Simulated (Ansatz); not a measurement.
# ZrC (Fm-3m): elastic constants by finite strains

Level of theory: r²SCAN, all-electron PAW in Ansatz 0.2.0, datasets made for the crystal, scalar-relativistic.

Cell and atoms were relaxed beforehand by PAW with this functional.

Command:

```sh
ansatz run input.yaml --threads 1 --pin off --max-ram 2560MiB --backend cpu --events-out ev --progress --plain --runs-dir out
```

input.yaml:

```yaml
crystal:
  lattice:
    - [0.0, 2.35590606271, 2.35590606271]
    - [2.35590606271, 0.0, 2.35590606271]
    - [2.35590606271, 2.35590606271, 0.0]
  atoms:
    - { symbol: Zr, position: [0.5, 0.5, 0.5] }
    - { symbol: C, position: [0.0, 0.0, 0.0] }
kpoints:
  mp_grid: { grid: [16, 16, 16] }
scf:
  occupations: { method: fermi_dirac, width: 0.1 }
hamiltonian:
  xc: r2scan
  pseudopotentials: { kind: all_electron, datasets: crystal }
elastic:
  mode: relaxed_ion
  stencil: two_point
  amplitude: 0.005
```

Output:

```
Warning: RAYON_NUM_THREADS=1 ignored (pool sized by the plan → 1); use --threads N
hamiltonian.pseudopotentials.datasets: crystal makes datasets for this crystal and solves the spheres of its atoms anew in each pass: cutoff 300.0 eV, the density's 2100.0 eV; recipe bb9a452d85d0.33.16, for an error of 0.50 meV ...
Engine: ansatz 0.2.0, aarch64-unknown-linux-gnu
Pseudopotentials: kind: all_electron
Pseudopotential: Zr, paw, valence charge 12, recommended cutoff 300 eV (normal), crystal/all_electron/r2scan/scalar/gaussian/Zr, Koelling and Harmon's equation, gaussian nucleus
Pseudopotential: C, paw, valence charge 4, recommended cutoff 300 eV (normal), crystal/all_electron/r2scan/scalar/gaussian/C, Koelling and Harmon's equation, gaussian nucleus
Functional definition: r2SCAN
  parameter k0 = 0.174
  parameter k1 = 0.065
  parameter a1 = 4.9479
  exchange = r2scan_x(k0 = k0, k1 = k1, a1 = a1)
  correlation = r2scan_c
Crystal: 2 atoms, lattice volume = 26.152 Å³
Basis set: ecut = 300 eV, 331 PW (Γ), exchange–correlation on 100×100×100 points (64 copies of the dense FFT grid, shifted against one another)
Bands: 12, of which v1, the nominal top of the filled ones, is band 8 counted from 1 (7 counted from 0)
Symmetry: 48 space group operations
Space group: Fm-3m (ITA 225), of the structure as read, at distance tolerance 3.0e-5 Å
k-points: 145 of 4096
Non-local potential: Zr, projectors of the file, l = 0: 2, l = 1: 2, l = 2: 2
Non-local potential: C, projectors of the file, l = 0: 1, l = 1: 2
PAW form: soft (Blöchl's): semilocal exchange-correlation on the pseudo side does not see the compensation charge
PAW one-centre angular grid: Zr, 590 points (default); XC on its mesh's 1865 points in the sphere
PAW one-centre angular grid: C, 302 points (default); XC on its mesh's 1973 points in the sphere
Initial density: superposition of atomic densities (neutral atoms: chi_scale 0, normalization atom)
Initial wavefunctions: pseudopotential atomic-orbital guess
[... 118 lines left out ...]
  The terms above E_closure are by the made datasets' own strengths, without shells solved beside the bands.
--- Forces (eV/Å), atoms counted from 1 ---
  atom   1  Zr     0.00000000    -0.00000000    -0.00000000
  atom   2  C     -0.00000000     0.00000000    -0.00000000
  max |Σ_I F_I| component: 1.91e-29 eV/Å
--- Stress (GPa, compression-positive) ---
        0.004003      -0.000000       0.000000
       -0.000000       0.004003      -0.000000
        0.000000      -0.000000       0.004003
  P = ⅓ Tr σ = 0.0040 GPa (0.040 kbar)
--- Elastic constants: 2 strain directions × 2 members + reference (group order 48) ---
  dense FFT box of the reference and of every strained cell: 25×25×25
  strains applied: 11, 23; error gains: componentwise 1.00 (the most a stress slope's error grows in a printed constant), spectral 1.73 (1 for all six strains in a standard setting)
  C = ∂σ_k/∂η_j (tension-positive GPa; Voigt order 11 22 33 23 13 12):
       470.523    109.397    109.397     -0.000      0.000      0.000
       109.397    470.523    109.397      0.000     -0.000     -0.000
       109.397    109.397    470.523      0.000      0.000     -0.000
         0.000     -0.000     -0.000    165.371      0.000      0.000
         0.000      0.000     -0.000     -0.000    165.371     -0.000
         0.000     -0.000      0.000      0.000     -0.000    165.371
  reference stress σ⁰ (GPa):     -0.004     -0.004     -0.004      0.000     -0.000      0.000
  C* (energy form; C + prestress term) asymmetry max|C*_kj − C*_jk| = 1.421e-14 GPa — a small one proves nothing (zero by symmetry where the batch's group is 432, −43m or m−3m); a large one is finite-difference/SCF noise where ...
  moduli (Voigt/Reuss/Hill, GPa): K = 229.77/229.77/229.77   G = 171.45/171.13/171.29   E = 411.59   ν = 0.201
  mechanically stable: yes (min eigenvalue of sym C = 165.37 GPa)
  where every solve meets its electron count the energy-path curvature estimates C_jj along a normal strain and C_jj − ¼(σ⁰_aa + σ⁰_bb) along a shear (ab), closely only under elastic.basis: deformed
  strain η (Voigt 11):  stress-route row diagonal C_11 = 470.52 GPa, energy-path curvature d²(F+E_count)/dδ²/Ω₀ = 470.49 GPa
         δ    σ_11 (GPa)             F (eV)   n_scf  n_hpsi   n_pw
    -5.000e-3      -2.4201      -98982.0785907      11  130893    323   relax 0 steps, max|allowed force component| 1.92e-30 eV/Å
     5.000e-3       2.2851      -98982.0786277      10  121251    331   relax 0 steps, max|allowed force component| 1.02e-29 eV/Å
  strain η (Voigt 23):  stress-route row diagonal C_44 = 165.37 GPa, energy-path curvature d²(F+E_count)/dδ²/Ω₀ = 165.33 GPa
         δ    σ_23 (GPa)             F (eV)   n_scf  n_hpsi   n_pw
    -5.000e-3      -0.8269      -98982.0792318       9  204587    331   relax 0 steps, max|allowed force component| 3.25e-30 eV/Å
     5.000e-3       0.8269      -98982.0792318      12  242115    331   relax 0 steps, max|allowed force component| 2.71e-29 eV/Å
```

Self-consistency was reached.

Elastic moduli:

Elastic constants of a crystal by Kohn-Sham DFT: slopes of the stress over finite engineering strains of the given cell, Voigt indices, Cartesian axes as in the input; Hill averages of a grain aggregate, Debye temperature from the mean sound speed over directions.

| Property | Result |
| --- | --- |
| Bulk modulus | 229.8 GPa |
| Shear modulus | 171.3 GPa |
| Young modulus | 411.6 GPa |
| Poisson ratio | 0.2015 |
| Bulk over shear modulus | 1.341 |
| Elastic anisotropy index | 0.0093 |
| Least young modulus | 400.1 GPa |
| Largest young modulus | 429.2 GPa |
| Longitudinal sound speed | 8360 m/s |
| Transverse sound speed | 5112 m/s |
| Elastic debye temperature | 713.1 K |
| Linear compressibility (x, y, z) | 1.451, 1.451, 1.451 1/TPa |
| Zener ratio | 0.9159 |
| Cauchy pressure | -55.97 GPa |

Strained cells:

Stress of each strained cell less that at rest, tension positive.

```csv
strain component,strain,stress xx (GPa),stress yy (GPa),stress zz (GPa),stress yz (GPa),stress xz (GPa),stress xy (GPa),relaxation steps
xx,-0.005,-2.416,-0.5527,-0.5527,0,0,0,0
xx,0.005,2.289,0.5413,0.5413,0,0,0,0
yz,-0.005,0.0008,-0.0022,-0.0022,-0.8268,0,0,0
yz,0.005,0.0008,-0.0022,-0.0022,0.8269,0,0,0
```

Elastic constants:

- Pressure at rest: 0.004 GPa
- Least elastic eigenvalue: 165.4 GPa
- Elastically stable: yes

```tsv
index	elastic (GPa)
11	470.5
12	109.4
44	165.4
```

Limits of these numbers: responses of metals move with mesh and smearing.

Time and hardware: 3.8 min on 1 thread of Arm Neoverse V2, on a shared host, peak memory 0.99 GiB.
